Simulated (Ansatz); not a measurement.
VO₂ (rutile)

```xyz
6
Lattice="4.5841 0.0000 0.0000 0.0000 4.5841 0.0000 0.0000 0.0000 2.8389" Properties=species:S:1:pos:R:3 pbc="T T T"
V      0.0000     0.0000     0.0000
V      2.2921     2.2921     1.4195
O      1.3753     1.3753     0.0000
O      3.6673     0.9168     1.4195
O      0.9168     3.6673     1.4195
O      3.2088     3.2088     0.0000
```

The slice is a (010) plane (indices of the conventional cell) through the point (0.500, 0.500, 0.500) (fractional), spanned by u = [001] and v = [100] in vectors of this cell: u (2.84 Å) and v (4.58 Å, at 90° to u). It covers one period; positions are fractions (u, v).

Method: PBE (plane waves to 420 eV, PAW, scalar-relativistic; Ansatz, a quantum-chemistry and plane-wave program). k mesh 10×10×16. Inside the PAW spheres the values are not all-electron values, and peaks at nuclei hang on which shells count as valence. Relaxed VO2 ends ferromagnetic. The PAW data are Ansatz's earlier set. This is a high-temperature form of VO2. VO2 is run spin-polarised and with no Hubbard U. VO2 was relaxed with its symmetry unable to fall. Other magnetic orders were not checked, so this need not be the ground state.

### Question
Predict the map of the ELF of the up spins on the slice.

### Answer
```
|xxxxxx@@**::....::::....::**@@xxxx|
|xxxx@@%%++::..::----::..::++%%@@xx|
|@@@@%%**--..::--++++--::..--**%%@@|
|%%##**==::..--++####++--..::==**##|
|====--::..::++##%%%%##++::..::--==|
|::......::--**%%@@@@%%**--::......|
|........::--++##%%%%##++--::......|
|..........::==**####**==::........|
|....    ....--==++++==--....    ..|
|          ....::----::....        |
|              ........            |
|                                  |
|                                  |
|                                  |
|                                  |
|                                  |
|              ........            |
|          ....::----::....        |
|....    ....--==++++==--....    ..|
|..........::==**####**==::........|
|........::--++##%%%%##++--::......|
|::......::--**%%@@@@%%**--::......|
|====--::..::++##%%%%##++::..::--==|
|%%##**==::..--++####++--..::==**##|
|@@@@%%**--..::--++++--::..--**%%@@|
|xxxx@@%%++::..::----::..::++%%@@xx|
|xxxxxx@@**::....::::....::**@@xxxx|
|xxxxxx@@##--............--##@@xxxx|
```
Scale: ten equal steps from 0.01 (start of ' ') to 0.67 (end of '@'), in the order ' .:-=+*#%@'. Values: ELF of the up spins. The map has 17 points along u (two characters each, u = 0 at the left) and 28 along v (v = 0 in the bottom row). Points within 0.4 Å of a nucleus are blanked (x), as the pseudised field means little there.
